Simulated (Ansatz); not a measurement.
HfB$_{2}$:
```yaml
crystal:
  lattice:
    - [3.12733, 0.00000, 0.00000]
    - [-1.56367, 2.70835, 0.00000]
    - [0.00000, 0.00000, 3.44679]
  atoms:
    - { symbol: Hf, position: [0.00000, 0.00000, 0.00000] }
    - { symbol: B, position: [0.33333, 0.66667, 0.50000] }
    - { symbol: B, position: [0.66667, 0.33333, 0.50000] }
```

Relaxed with PBEsol. Special points in fractions of this cell's reciprocal vectors: Γ (0.000, 0.000, 0.000); M (0.500, 0.000, 0.000); K (0.333, 0.333, 0.000); A (0.000, 0.000, 0.500); L (0.500, 0.000, 0.500); H (0.333, 0.333, 0.500).

Task: List the band energies nearest the Fermi level at these points for the program Ansatz at the PBEsol level (PAW).

Result: In eV from the Fermi level; about four levels below and three above (degenerate sets whole), none deeper than 8.9 eV; points with the same levels are listed once.

```json
[
 {"k": "Γ", "below": "-3.10 -3.01 -3.01 -2.68", "above": "4.01 4.01 4.74 4.74"},
 {"k": "M", "below": "-4.20 -3.43 -3.00", "above": "2.22 2.70 5.66"},
 {"k": "K", "below": "-8.27 -8.27 -7.88 -2.63 -2.63", "above": "1.73 1.73 3.39"},
 {"k": "A", "below": "-8.47 -1.18 -1.18", "above": "0.19 0.19 0.93 0.93"},
 {"k": "L", "below": "-7.46 -5.10 -4.83 -2.66", "above": "4.10 4.24 6.29"},
 {"k": "H", "below": "-5.53 -3.21 -3.21", "above": "4.55 5.43 7.07 7.07"}
]
```

Space group P6/mmm. Symmetry was held in the PBEsol relaxation; of distortions, only those at the zone centre were tested. No spin polarisation was allowed. Spin–orbit coupling is left out wherever it is not named.

Potentials: the later of the program's two PAW sets.
